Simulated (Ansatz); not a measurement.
## What settings do to one calculation: Si started on a Ga site in wurtzite GaN, 16 atoms, charge 0

Ansatz (PAW, plane waves), atoms fixed. The base input:

```yaml
crystal:
  lattice:
    - [6.365492, 0.000000, 0.000000]
    - [0.000000, 5.512678, 0.000000]
    - [0.000000, 0.000000, 5.185618]
  atoms:
    - { symbol: Ga, position: [0.234661, 0.177881, 0.489169] }
    - { symbol: Ga, position: [0.005033, 0.676772, 0.501444] }
    - { symbol: Ga, position: [0.750745, 0.163949, 0.505744] }
    - { symbol: Ga, position: [0.995207, 0.339334, 0.010055] }
    - { symbol: Ga, position: [0.500646, 0.330678, 0.010837] }
    - { symbol: Ga, position: [0.253837, 0.847570, 0.020197] }
    - { symbol: Ga, position: [0.758587, 0.824478, 0.001268] }
    - { symbol: Si, position: [0.497453, 0.668871, 0.491608], spin: 0.2 }
    - { symbol: N, position: [0.000508, 0.332984, 0.362926] }
    - { symbol: N, position: [0.501616, 0.320612, 0.382797], spin: 0.2 }
    - { symbol: N, position: [0.243225, 0.829358, 0.388090], spin: 0.2 }
    - { symbol: N, position: [0.750181, 0.832656, 0.381633], spin: 0.2 }
    - { symbol: N, position: [0.233744, 0.184475, 0.885583] }
    - { symbol: N, position: [0.008965, 0.657235, 0.889196] }
    - { symbol: N, position: [0.750931, 0.166551, 0.872914] }
    - { symbol: N, position: [0.498572, 0.670035, 0.868709], spin: 0.2 }
kpoints:
  mp_grid: { grid: [2, 2, 2], shift: [0.5, 0.5, 0.5] }
hamiltonian:
  xc: pbesol
magnetization:
  spin_polarized: true
scf:
  occupations: { method: fermi_dirac, width: 0.01 }
output:
  forces: true
  eigenvalues: true
  stress: true
  populations: true
  write_density: true
  write_potential: true
  elf: true
  volumetric_format: npy
```

Command:

```sh
ansatz run in.yaml --threads 8 --pin off --max-ram 13300MiB --runs-dir r --events-out ev --progress --plain
```

It converged in 13 iterations and 3.5 s of wall time on 8 threads of a Platinum 8488C processor, on a host shared with other runs; peak host memory 0.88 GiB; largest force component 2.43 eV/Å, pressure 1.27 GPa. The cutoff was the default, 420 eV. The base isn't a converged reference: it has few k points, and its atoms are unrelaxed. Each run below changes the keys shown and caps the iterations.

```
run                                                                                   changed         ending  iterations  free energy less the base (meV per atom)  rms change of forces (eV/Å)  change of pressure (GPa)  wall time (s, shared host)
  1                                 dr2_threshold 0.0001, occupations tetrahedron, max_iter 4  not converged           –                                         –                            –                         –                           –
  2  occupations gaussian, initial_magnetization 8, xc_grid 3 (2 is the default), max_iter 60      converged          16                                       0.0                        0.000                      0.00                     3.3 CPU
  3                                                                width 0.001 eV, max_iter 4  not converged           –                                         –                            –                         –                           –
  4                                                                               max_iter 80      converged          13                                       0.0                        0.000                      0.00                     2.5 CPU
  5                                     mixing algorithm anderson, dispersion d4, max_iter 90      converged          15                                other zero                        0.010                     -3.07                       3 CPU
  6                                                               max_iter 70, total_charge 2      converged          15                                other zero                        0.678                      1.02                     2.9 CPU
  7                                     initial_magnetization 1, max_iter 90, total_charge -1      converged          17                                other zero                        0.355                      2.32                     3.4 CPU
  8                                                             n_extra_bands 60, max_iter 70      converged          13                                       0.0                        0.000                      0.00                     4.2 CPU
```

«Other zero»: another functional, charge or dispersion term moves the zero of energy, so the difference says nothing of accuracy.

Question: Which changes leave the result alone, and which of the same physical model moves the forces most?

Answer: The forces move by under 0.002 eV/Å in runs 2, 4, 8. Among the runs with the same functional, charge and dispersion term, none moves them by over 0.01 eV/Å.

Question: Why did some runs give no result?

Answer: - run 1: did not converge after 4 iterations: delta_e = 1.73e-1 (threshold 1.00e-4), under the density mixer `msr1`, which `scf.mixing.algorithm: auto` chose by the deck's other keys (type `scf.mixing.algorithm: msr1` to keep it);
- run 3: did not converge after 4 iterations: dr2 = 4.87e-2 (threshold 1.00e-7), under the density mixer `msr1`, which `scf.mixing.algorithm: auto` chose by the deck's other keys (type `scf.mixing.algorithm: msr1` to keep it);
